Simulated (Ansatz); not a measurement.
MgB₂ in space group P6/mmm (No. 191; Mg on 1a, B on 2d), a = b = 3.033 Å, c = 3.464 Å, α = β = 90.00°, γ = 120.00°.

Relaxed with LDA.

Problem. Which orbitals make up the states near the Fermi level in the program Ansatz at the LDA level (PAW)?

Solution. Within 0.5 eV of the Fermi level: B 2p 91 %. Projections are on Löwdin-orthogonalised atomic valence shells; empty p or d shells of many metals are not among them.

Problem. Tabulate the density of states.

Solution. States/eV per cell of 3 atoms, in 0.25 eV bins, energy from the Fermi level.

```tsv
E (eV)	total	B 2p	B 2s	Mg 3s
-7.85	0.39	0.20	0.19	0.00
-7.60	0.44	0.25	0.18	0.01
-7.35	0.44	0.28	0.14	0.02
-7.10	0.51	0.34	0.14	0.02
-6.85	0.60	0.42	0.16	0.02
-6.60	0.61	0.43	0.15	0.02
-6.35	0.62	0.43	0.16	0.02
-6.10	0.61	0.43	0.15	0.02
-5.85	0.61	0.44	0.14	0.03
-5.60	0.64	0.48	0.13	0.03
-5.35	0.69	0.53	0.12	0.03
-5.10	0.75	0.59	0.12	0.03
-4.85	0.71	0.56	0.11	0.03
-4.60	0.73	0.59	0.11	0.03
-4.35	0.79	0.65	0.11	0.03
-4.10	0.85	0.71	0.11	0.03
-3.85	0.87	0.73	0.10	0.03
-3.60	0.93	0.79	0.10	0.03
-3.35	0.95	0.83	0.09	0.02
-3.10	1.00	0.87	0.09	0.02
-2.85	1.03	0.91	0.08	0.02
-2.60	1.07	0.96	0.08	0.02
-2.35	1.13	1.03	0.07	0.01
-2.10	1.27	1.18	0.06	0.01
-1.85	1.10	1.03	0.05	0.01
-1.60	0.93	0.88	0.04	0.01
-1.35	0.87	0.81	0.03	0.01
-1.10	0.89	0.81	0.02	0.04
-0.85	0.83	0.76	0.02	0.03
-0.60	0.78	0.72	0.01	0.03
-0.35	0.74	0.68	0.01	0.03
-0.10	0.71	0.65	0.01	0.03
0.15	0.66	0.60	0.00	0.03
0.40	0.54	0.49	0.00	0.03
0.65	0.39	0.34	0.00	0.02
0.90	0.28	0.24	0.00	0.02
1.15	0.27	0.23	0.00	0.02
1.40	0.27	0.22	0.00	0.02
1.65	0.27	0.22	0.00	0.02
1.90	0.29	0.23	0.01	0.03
2.15	0.34	0.24	0.01	0.04
2.40	0.37	0.25	0.02	0.05
2.65	0.39	0.26	0.02	0.06
2.90	0.43	0.28	0.02	0.07
3.15	0.43	0.27	0.02	0.08
3.40	0.42	0.25	0.02	0.08
3.65	0.46	0.24	0.02	0.10
3.90	0.47	0.23	0.02	0.13
4.15	0.46	0.20	0.03	0.13
4.40	0.41	0.17	0.04	0.12
4.65	0.49	0.19	0.05	0.13
```

The LDA relaxation kept the symmetry of its start; of distortions, only those at the zone centre were tested.

Potentials: the later of the program's two PAW sets.
